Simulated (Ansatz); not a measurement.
Cu in space group P4_2/mnm (No. 136; Pearson symbol tP30) under volume change, plane-wave PAW r²SCAN (Ansatz code), shape and atoms relaxed at each volume.

| V (Å³/atom) | E − E(relaxed) (meV/atom) | P (GPa) |
|---|---|---|
| 10.625 | ? | ? |
| 10.975 | 23.0 | 11.22 |
| 11.325 | ? | ? |
| 11.676 | 0.0 | -0.01 |
| 12.026 | 4.8 | -4.27 |
| 12.376 | 18.1 | -7.81 |

Q: Complete the blanks.

A: 
- 10.625, E − E(relaxed) (meV/atom): 55.4
- 10.625, P (GPa): 18.56
- 11.325, E − E(relaxed) (meV/atom): 5.4
- 11.325, P (GPa): 5.10

Q: What does a third-order Birch–Murnaghan fit give for V₀, B₀ and B′?

A: V₀ = 11.68 Å³/atom, B₀ = 155 GPa, B′ = 5.0.

The start of the workflow was typed in or built on a structure type; neither database checked (COD, Materials Project) lists it. It is not the phase usual at ambient conditions (space group No. 225). The cell was relaxed with r²SCAN under the symmetry of its start; its stability against distortions is not shown here. No spin polarisation was allowed.

Potentials: the later of the program's two PAW sets.
